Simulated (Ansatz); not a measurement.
## PmAs (CsCl-type structure)

The computed numbers are results of PBE, scalar-relativistic (collinear spin) in the plane-wave PAW code Ansatz at 600 eV, 10×10×10 k-mesh, Gaussian smearing of 0.05 eV. The datasets are Ansatz's generated set soft_2.

```cif
data_structure
_symmetry_space_group_name_H-M 'P 1'
_symmetry_Int_Tables_number 1
_cell_length_a 3.6757
_cell_length_b 3.6757
_cell_length_c 3.6757
_cell_angle_alpha 90.000
_cell_angle_beta 90.000
_cell_angle_gamma 90.000
_cell_volume 49.66
loop_
_atom_site_label
_atom_site_type_symbol
_atom_site_fract_x
_atom_site_fract_y
_atom_site_fract_z
_atom_site_occupancy
Pm1 Pm 0.00000 0.00000 0.00000 1
As1 As 0.50000 0.50000 0.50000 1
```

This is a trial structure: such lanthanide and actinide compounds mostly take the rock-salt structure.

Magnetic state: ferromagnetic, site spin moments Pm 4.36; As -0.14 μB.

The electronic state has lower symmetry than the lattice and leaves a non-hydrostatic stress of up to 0.5 GPa in this cell.

Path: Γ–X–M–Γ–R–X | R–M, with Γ = (0.000, 0.000, 0.000), X = (0.000, 0.500, 0.000), M = (0.500, 0.500, 0.000), R = (0.500, 0.500, 0.500) in reciprocal vectors of the calculation's cell.

Levels between -5 and 3 eV from the Fermi level at the path's named points:
| point | spin | below E_F (eV) | above E_F (eV) |
| --- | --- | --- | --- |
| Γ | up | -1.00 -0.92 -0.92 -0.69 -0.40 -0.40 -0.29 -0.29 | 0.11 1.16 1.29 1.29 |
| Γ | down |  | 0.13 0.13 0.31 0.31 0.37 2.36 2.37 2.37 2.84 2.98 2.98 |
| X | up | -4.42 -0.92 -0.85 -0.79 -0.64 -0.58 -0.57 | 0.08 0.09 0.20 0.52 |
| X | down | -4.28 -0.49 -0.49 | 1.20 1.96 2.06 2.27 2.46 2.70 2.81 2.99 |
| M | up | -2.25 -2.25 -0.89 -0.74 -0.67 -0.49 -0.17 -0.03 | 0.07 0.18 2.06 2.51 2.52 2.83 |
| M | down | -2.10 -2.09 | 0.52 0.69 2.06 2.13 2.72 2.85 2.92 |
| R | up | -3.66 -3.65 -3.65 -0.80 -0.78 -0.78 -0.57 | 0.08 0.08 0.28 |
| R | down | -3.59 -3.59 -3.59 | 2.08 2.08 2.39 2.72 2.88 2.88 |

(1) By these bands, is it a metal or an insulator, and if it has a gap, where are the band edges on this path?

Answer:

(1) A metal: bands cross the Fermi level.

Formal charges Pm³⁺, As³⁻ leave Pm³⁺ with an open 4f⁴ shell. Nothing in this functional splits the part-filled shell enough, so f states lie at the Fermi level.

Without a U the open 4f shell is pinned at the Fermi level, an artefact: in the real crystal it splits into occupied and empty levels away from it, and its large orbital moment is missing here. Spin–orbit coupling, which matters for such heavy elements, is left out. The run wasn't fully tested for a lower electronic state. The order of the orbitals lowers the symmetry, along an axis that is one of several equivalent ones. Site moments are of spin, integrated over atomic spheres. The run holds 0.6 f electrons more on Pm than the trivalent ion has, so it is between trivalent and divalent here. In such compounds it is trivalent as a rule, so this state is likely an artefact, and the extra f charge swells the ion. The moments were started parallel, and the real magnetic order may be another.

A lower state of the open shells can't be excluded, and forces and pressures are less sure for it.
